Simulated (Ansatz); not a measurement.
AgBi2Se3:
```yaml
crystal:
  lattice:
    - [3.55728, 2.32080, 0.00000]
    - [-3.55728, 2.32080, 0.00000]
    - [-1.21168, 0.00000, 9.92963]
  atoms:
    - { symbol: Se, position: [0.00000, 0.00000, 0.50000] }
    - { symbol: Bi, position: [0.61588, 0.38412, 0.32394] }
    - { symbol: Bi, position: [0.38412, 0.61588, 0.67606] }
    - { symbol: Se, position: [0.24511, 0.75489, 0.16966] }
    - { symbol: Se, position: [0.75489, 0.24511, 0.83034] }
    - { symbol: Ag, position: [0.50000, 0.50000, 0.00000] }
```

Relaxed with r²SCAN. Special points in fractions of this cell's reciprocal vectors: Γ (0.000, 0.000, 0.000); C (0.358, 0.358, 0.000); C2 (-0.358, 0.642, 0.000); Y2 (-0.500, 0.500, 0.000); M2 (-0.500, 0.500, 0.500); D (-0.349, 0.651, 0.500); D2 (0.349, 0.349, 0.500); A (0.000, 0.000, 0.500); L2 (0.000, 0.500, 0.500); V2 (0.000, 0.500, 0.000).

Problem. List the band energies nearest the Fermi level at these points for r²SCAN (plane waves, PAW; program Ansatz).

Solution. In eV from the Fermi level; about four levels below and three above (degenerate sets whole), none deeper than 8.9 eV; points with the same levels are listed once.

| k | below | above |
|---|---|---|
| Γ | -2.72 -2.12 -2.01 -1.24 | 0.16 0.33 0.70 |
| C | -3.74 -2.53 -2.21 -2.17 | 0.38 0.51 1.43 |
| Y2 | -3.49 -3.27 -2.85 -2.53 | 0.09 0.80 1.10 |
| M2 | -2.88 -2.51 -1.95 -1.09 | 0.42 1.57 1.74 |
| D | -3.71 -2.92 -2.46 -1.78 | 1.14 1.15 1.69 |
| A | -2.49 -2.30 -1.76 -1.49 | 0.11 0.48 0.57 |
| L2 | -2.75 -2.27 -2.23 -0.11 | 1.27 1.58 1.77 |
| V2 | -2.81 -2.20 -1.48 -0.09 | 1.09 1.45 1.86 |

Space group C2/m. The start of the workflow was typed in or built on a structure type; neither database checked (COD, Materials Project) lists it. Whether it is the stable phase at ambient conditions was not checked. The cell was relaxed with r²SCAN under the symmetry of its start; its stability against distortions is not shown here. No spin polarisation was allowed. With an odd number of electrons in the cell and no spin polarisation, the count alone makes it a metal. Scalar-relativistic: spin–orbit coupling is off unless named, which matters more the heavier the elements.

Potentials: the later of the program's two PAW sets.
